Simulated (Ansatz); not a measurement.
A plane-wave DFT run in Ansatz 0.2.0 (scalar-relativistic PAW potentials unless the input names others): input and command.

```yaml
crystal:
  lattice:
    - [2.9619761264, 0.0, 0.0]
    - [-1.4809880632, 2.5651465708, 0.0]
    - [0.0, 0.0, 8.1933817783]
  atoms:
    - { symbol: Ca, position: [0.0, 0.0, 0.0] }
    - { symbol: Ca, position: [0.0, 0.0, 0.5] }
    - { symbol: B, position: [0.6666666667, 0.3333333333, 0.2652562157] }
    - { symbol: B, position: [0.3333333333, 0.6666666667, 0.7652562157] }
    - { symbol: C, position: [0.6666666667, 0.3333333333, 0.75] }
    - { symbol: C, position: [0.3333333333, 0.6666666667, 0.25] }
basis:
  ecutwfc: "22.0 Ry"
kpoints:
  mp_grid: { grid: [18, 18, 6] }
hamiltonian:
  xc: pbe
scf:
  occupations: { method: gaussian, width: 0.15 }
output:
  forces: true
  eigenvalues: true
  stress: true
```

```bash
ansatz run input.yaml --threads 1 --pin off --max-ram 2560MiB --backend cpu --events-out ev --progress --plain --runs-dir out
```

Abridged log:
```
Warning: basis.ecutwfc = 299.32524870 eV is below the records' recommended 420 eV, and the density's cutoff is lower with it unless basis.ecutrho_ratio is high enough to keep the records' density cutoff: compare with a run at a higher cutoff
Basis set: ecut = 299.32524870 eV, 713 PW (Γ), exchange–correlation on 36×36×96 points (8 copies of the dense FFT grid, shifted against one another)
Bands: 23, of which v1, the nominal top of the filled ones, is band 17 counted from 1 (16 counted from 0)
Symmetry: 12 space group operations
k-points: 148 of 1944 (time reversal used)
SCF iter   1: F=—  HF=-4447.354508 eV  |F-HF|=—  |Δ(HF+E_count)|=         —  Δρ=1.01e-2  dr2=8.11e-2  ethr=1.77e-3  ⟨swp⟩=8.7  Hψ=20785  notcnv=0  defer=1
SCF iter   2: F=—  HF=-4447.339332 eV  |F-HF|=—  |Δ(HF+E_count)|=   1.52e-2  Δρ=4.89e-3  dr2=2.31e-2  ethr=2.38e-4  ⟨swp⟩=1.2  Hψ=4628  notcnv=0  defer=1
SCF iter   3: F=—  HF=-4447.334327 eV  |F-HF|=—  |Δ(HF+E_count)|=   5.00e-3  Δρ=1.44e-3  dr2=2.33e-3  ethr=6.78e-5  ⟨swp⟩=2.1  Hψ=3959  notcnv=0  defer=2
SCF iter   4: F=—  HF=-4447.333725 eV  |F-HF|=—  |Δ(HF+E_count)|=   6.02e-4  Δρ=4.05e-4  dr2=1.81e-4  ethr=6.86e-6  ⟨swp⟩=2.6  Hψ=5115  notcnv=0  defer=2
SCF iter   5: F=—  HF=-4447.333698 eV  |F-HF|=—  |Δ(HF+E_count)|=   2.73e-5  Δρ=1.00e-4  dr2=6.09e-6  ethr=5.33e-7  ⟨swp⟩=2.6  Hψ=4937  notcnv=0  defer=2
SCF iter   6: F=—  HF=-4447.333740 eV  |F-HF|=—  |Δ(HF+E_count)|=   4.27e-5  Δρ=2.21e-5  dr2=2.05e-7  ethr=1.79e-8  ⟨swp⟩=2.4  Hψ=5454  notcnv=0  defer=2
SCF iter   7: F=-4447.333741 eV  HF=-4447.333741 eV  |F-HF|=2.45e-9  |Δ(HF+E_count)|=   1.49e-7  Δρ=4.39e-6  dr2=1.20e-8  ethr=2.94e-10  ⟨swp⟩=8.8  Hψ=14628  notcnv=0
SCF 1 converged in 7 iterations: F = -4447.333741 eV  dr2 = 1.20e-8
SCF converged after 7 iterations
Free energy (F): -4447.333741 eV
Harris-Foulkes:  -4447.333741 eV  (|F-HF|=2.45e-9)
Internal energy: -4447.314767 eV  (E = F + TS)
E sigma→0 (E₀):  -4447.324254 eV
Entropy (-TS):   -0.018974 eV (-3.162 meV/atom)
Fermi energy:    12.316265 eV
--- Forces (eV/Å), atoms counted from 1 ---
  atom   1  Ca     0.00000000     0.00000000     0.69547233
  atom   2  Ca     0.00000000     0.00000000     0.69547233
  atom   3  B      0.00000000     0.00000000    -1.40122069
  atom   4  B      0.00000000     0.00000000    -1.40122069
  atom   5  C      0.00000000     0.00000000     0.70576271
  atom   6  C      0.00000000     0.00000000     0.70576271
--- Stress (GPa, compression-positive) ---
        0.539839       0.000000       0.000000
        0.000000       0.539839       0.000000
        0.000000       0.000000       0.002923
  P = ⅓ Tr σ = 0.3609 GPa (3.609 kbar)
```

Apart from outputs and empty bands, the input differs from a reference run on usual settings in basis.ecutwfc: 420 → "22.0 Ry". The reference, at the same geometry (not necessarily relaxed), gave pressure 0.69 GPa, largest force 1.407 eV/Å, no gap on the mesh. This run converged in 7 SCF iterations (reference: 7) with an energy at zero smearing 67.97 meV/atom above the reference's, pressure 0.36 GPa, largest force 1.401 eV/Å, no gap on the mesh. Its cutoff is looser than usual, and the result moved.

Time: 22 s on 1 thread of Arm Neoverse N1 (shared host), peak memory 0.45 GiB.